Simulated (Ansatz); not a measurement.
## ZnSe2: how the free axis answers a strain

ZnSe2, Pa-3, a = 6.239 Å. The structure is a Materials Project entry; whether it is the stable form wasn't checked. Ansatz: PBEsol, PAW, 420 eV, Γ-centred 6×6×6 mesh on 12 atoms, Gaussian smearing 0.02 eV; no spin polarisation. Series: biaxial strain in the a-b plane, c and atoms relaxed; x is the strain in per cent. y is the change of c in per cent of 6.239 Å.

```
x (%) y (%)
 -3.0      ?
 -1.5   1.77
  0.0   0.00
  1.5  -1.67
  3.0  -3.15
```

Task: Fit y = c1 x + c2 x² to the other rows, say what c1 measures, and predict the missing y.

Result: Least squares on the rows shown. y = −1.141 x + 0.02949 x². With no stress along c, c1 = −2C12/C11 = -1.141. At x = -3.0 the fit asked for gives 3.69 %. The run gave 3.65 %, so the fit is 0.04 % too high, 0.59 % of the span of the series, against an rms of 0.02 % on the fitted rows. The row lies outside the fitted range. With a term in x³ added, a fit to the same known rows (none to spare) predicts 3.55 %, which misses by about as much or more on the other side: the known rows don't fix the higher terms.